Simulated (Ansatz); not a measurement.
The start is a generated cell, TiO2 built in the anatase structure type. A full variable-cell relaxation at zero pressure is run with r2SCAN (plane waves to 500 eV, PAW, scalar-relativistic; Ansatz, a quantum-chemistry and plane-wave program). The first steps use a coarse 9×9×9 k-mesh.

The start:
```
TiO2
1.0
   -1.89250     1.89250     4.75700
    1.89250    -1.89250     4.75700
    1.89250     1.89250    -4.75700
Ti O
2 4
Cartesian
  0.00000   0.00000   4.75700
  1.89250   0.00000   2.37850
  0.00000   0.00000   2.77714
  1.89250   0.00000   0.39864
  1.89250   0.00000   4.35836
  0.00000   0.00000   6.73686
```

```yaml
largest_initial_force: 0.01 eV/Å, on O3, O4, O5, O6 (atoms numbered as listed)
energy_released: under 1 meV/atom
Shortest distances (start → end): "The closest pairs of elements (up to four, under 3.6 Å), start → end: O–Ti 1.93 → 1.93 Å; O–O 2.47 → 2.46 Å; Ti–Ti 3.04 → 3.05 Å"
optimiser_moves: 3
```

It ends as:

```cif
data_O8Ti4
_chemical_formula_sum 'Ti4 O8'
_space_group_name_H-M_alt 'I41/amd :1'
_space_group_IT_number 141
_space_group_name_Hall 'I 4bw 2bw -1bw'
_cell_length_a 3.77800
_cell_length_b 3.77800
_cell_length_c 9.58868
_cell_angle_alpha 90.000
_cell_angle_beta 90.000
_cell_angle_gamma 90.000
loop_
_atom_site_label
_atom_site_type_symbol
_atom_site_symmetry_multiplicity
_atom_site_Wyckoff_symbol
_atom_site_fract_x
_atom_site_fract_y
_atom_site_fract_z
_atom_site_occupancy
Ti1 Ti 4 b 0.00000 0.00000 0.50000 1
O1 O 8 e 0.00000 0.00000 0.29278 1
```
(The calculation used a cell of 6 atoms; values per cell refer to that cell.)

Final values are on a 12×12×12 k-mesh of the relaxed cell. No spin polarisation in the result.

The run could not lose the symmetry of its start; a randomly shaken copy of 6 atoms returns to this structure.
